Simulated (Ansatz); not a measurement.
As (space group Cmce)

```xyz
4
Lattice="1.8279 -5.5637 0.0000 1.8279 5.5637 0.0000 0.0000 0.0000 4.6275" Properties=species:S:1:pos:R:3 pbc="T T T"
As     1.8279     4.3699     0.3230
As     1.8279    -4.3699     4.3045
As     1.8279     1.1938     2.6367
As     1.8279    -1.1938     1.9907
```

The slice is a (011) plane (indices of the conventional cell) through the point (0.893, 0.107, 0.930) (fractional), spanned by u = [110] and v = [1 -1 1] in vectors of this cell: u (3.66 Å) and v (12.05 Å, at 90° to u). It covers one period; positions are fractions (u, v).

The numbers are results of r2SCAN+rVV10 (plane waves to 500 eV, PAW, scalar-relativistic; Ansatz, a first-principles code), not measurements. k mesh 10×10×7. These are valence fields of a PAW run, semicore shells included where kept as valence: close to a nucleus they are smooth pseudo fields. As was relaxed with its symmetry unable to fall.

### Question
Sketch the electrostatic potential energy of an electron, from the cell's mean on this plane as a map.

### Answer
```
|xx06760x|
|35788875|
|99999999|
|99999999|
|46899986|
|x0588850|
|x0588850|
|01588851|
|xx07870x|
|xx07870x|
|02699962|
|99999999|
|99998999|
|24665664|
|xx03230x|
|xxx454xx|
|xx17871x|
|02689862|
|xx07870x|
|xxx575xx|
```
Scale: ten equal steps from -3.00 (start of '0') to 5.48 (end of '9'), in the order '0123456789'. Values: electrostatic potential energy of an electron, from the cell's mean, in eV. The map has 8 points along u (one character each, u = 0 at the left) and 20 along v (v = 0 in the bottom row). Points within 1 Å of a nucleus are blanked (x), as the pseudised field means little there. Values under -3 eV are set to -3. The zero, the cell's mean, hangs on the PAW cores.
